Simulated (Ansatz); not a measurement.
**TaO: start and end of a relaxation**

The guess for TaO was made by a generator: CaMg type (P4/mmm) distorted into a subgroup (Cmm2, No. 35) (largest shift (Å) 0.43). Its size is a rough estimate.

start:

Space group Cmm2 (No. 35). a = 4.419 Å, b = 4.785 Å, c = 3.249 Å, α = 90.00°, β = 90.00°, γ = 90.00°
```csv
atom,site,symmetry,x,y,z
Ta,2b,mm2,0.5000,0.0000,0.8641
O,2a,mm2,0.0000,0.0000,0.6359
```

Method: Ansatz, DFT PBE, scalar-relativistic, plane waves, PAW. Cutoff 420 eV, Gaussian smearing, Γ-centred meshes. Cell and atoms relax first on a coarse mesh and then on a finer one. In between, the cell is made exact in the group found at 0.06 Å. In metals the finer mesh still leaves noise of several meV/atom or more. The steps can't lower the symmetry of their start. No spin polarisation in the relaxation; trial moments died out in a coarse test.

end:

Space group P4/mmm (No. 123). a = 2.979 Å, b = 2.979 Å, c = 2.942 Å, α = 90.00°, β = 90.00°, γ = 90.00°
| atom | site | symmetry | x | y | z |
| --- | --- | --- | --- | --- | --- |
| Ta | 1c | 4/mmm | 0.5000 | 0.5000 | 0.0000 |
| O | 1a | 4/mmm | 0.0000 | 0.0000 | 0.0000 |

The symmetry goes from Cmm2 (No. 35) to P4/mmm (No. 123). The volume per atom shrinks by 24.0 %, from 17.2 to 13.1 Å³. The shortest distance goes from 2.33 Å (Ta–O) to 2.11 Å (Ta–O). The energy falls by about 1.1 eV/atom (the start's value is from the coarse mesh). The end is written in a standard setting, so origin, axes and order of atoms can differ from the start's.

For TaO, the volume per atom is 13.06 Å³, the density is 12.52 g/cm³ and the formation energy is −1.37 eV/atom. The gap on the 18×18×20 mesh of the 2-atom cell is 0 eV (a metal).

The zero of energy is the elements' standard structures at the same level (O₂ as a molecule); no fitted shifts are applied. A negative formation energy is needed for stability but isn't enough: competing phases decide.

The last run used Gaussian smearing of 0.10 eV. Spin–orbit coupling, which can matter for Ta, is left out. An odd number of electrons in the primitive cell allows no gap without spin; a larger cell or a magnetic state could open one. Symmetry constrained the relaxation, so the result can be a saddle point. In all, the 3 runs took 4.1 min on 1 thread of Intel(R) Xeon(R) Processor @ 2.50GHz (Skylake/Cascade Lake) (shared host).
